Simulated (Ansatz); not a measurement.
# Notes on Rb$_{2}$SrSe$_{6}$

```xyz
9
Lattice="7.2084 0.0000 0.0000 -3.6042 6.2426 0.0000 0.0000 0.0000 5.6584" Properties=species:S:1:pos:R:3 pbc="T T T"
Sr    0.0000    0.0000    0.0000
Se   -1.7985    5.2001    1.1656
Se    0.0000    2.0850    1.1656
Se    1.7985    5.2001    1.1656
Se    5.4027    1.0425    4.4927
Se    1.8057    1.0425    4.4927
Se    3.6042    4.1576    4.4927
Rb   -0.0004    4.1620    3.9099
Rb    3.6046    2.0807    1.7484
```

Level: PBE, no spin polarisation; 420 eV; 6×6×6 Γ-centred mesh; fermi-dirac occupations (width 0.1 eV); Ansatz 0.2.0, fixed geometry.

Problem. Is there a gap?

Solution. It is a metal, with about 8.6 states/eV a cell as the mean within 0.25 eV of the Fermi level, mostly Se p (95 %).

Problem. What do density and ELF say about some of the short contacts?

Solution. Sr–Se at 2.39 Å: least valence density 0.59 e/Å³ and ELF 0.35 there. Rb–Se at 3.44 Å: least valence density 0.07 e/Å³ and ELF 0.04 there. Both are smooth PAW fields, read partly inside the augmentation spheres.

Problem. Give the Bader charges.

Solution. Bader charges in e: Rb +0.77, Sr +0.92, Se -0.41. In the mean Sr gives up most and Se takes most.

Problem. Is it stable against the elements?

Solution. 0.51 eV an atom against the elements' usual phases (free molecules for gases, crystals otherwise, with no correction for O₂ or N₂), so at this geometry it isn't bound against them. Relaxing would lower it.

Origin: a known structure type with other elements, at an estimated volume, so it need not be a known compound. Caveats: many states at the Fermi level without spin polarisation, so a magnetic state may lie lower; atoms or cell far from equilibrium.
